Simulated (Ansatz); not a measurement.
This cell of HfN (rock salt) is off equilibrium:

```
HfN
1.0
    0.00000     2.30393     2.30393
    2.30393     0.00000     2.30393
    2.30393     2.30393     0.00000
N Hf
1 1
Cartesian
  0.00000   0.00000   0.00000
  2.30393   2.30393   2.30393
```

Computed with PBE (plane waves to 420 eV, PAW, scalar-relativistic; Ansatz, a first-principles code). k mesh 18×18×18 (Γ-centred), Fermi-Dirac smearing 0.05 eV. E stands for the smeared free energy. Stress and pressure are positive under compression. HfN is run without spin polarisation. HfN was relaxed with its symmetry unable to fall. Spin-orbit coupling is left out, though Hf is heavy. The PAW data are Ansatz's earlier set.

Task: Give the stress tensor in GPa and the pressure.

Result: 
```
   -9.5      0.0      0.0
    0.0     -9.5      0.0
    0.0      0.0     -9.5
```
The pressure, a third of the trace, is -9.5 GPa.

Task: It is the relaxed cell scaled evenly to V/V₀ = 1.040, atoms relaxed where free. What is its energy relative to the relaxed cell?

Result: 14 meV/atom.

(A scan under strain: stresses follow from slopes of the energy per volume, elastic moduli from its curvatures.)
